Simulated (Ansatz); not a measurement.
# Structures of BeMo: which is lowest?

Plane-wave DFT in Ansatz with scalar-relativistic PAW potentials, cutoff 420 eV, Γ-centred meshes chosen by cell and gap, Gaussian smearing with energies taken to zero width. Every cell was relaxed (cell and atoms) in a run of its own, within the symmetry of its start. Functional: PBE.

Relaxed structures (starts from databases or built by putting these elements on another compound's sites):
A. Pm-3m, 2 atoms in the computed cell, a = 2.886 Å; sites (symmetry × multiplicity) Be m-3m × 1, Mo m-3m × 1; start: built
B. Fm-3m, 2 atoms in the computed cell, a = 4.610 Å; sites (symmetry × multiplicity) Be m-3m × 4, Mo m-3m × 4; start: built

Q: Rank them by energy. Could pressure change the order?

A:
| structure | group | E − E(lowest) (meV/atom) | V (Å³/atom) | gap on mesh (eV) |
| --- | --- | --- | --- | --- |
| A | Pm-3m | 0.0 | 12.01 | 0.00 |
| B | Fm-3m | 74 | 12.25 | 0.00 |

A is lowest, 74 meV/atom under B. The lowest is also the densest of these, so pressure wouldn't bring one of the others in at first order. Other structures may lie lower than all of these, and vibrations aren't counted.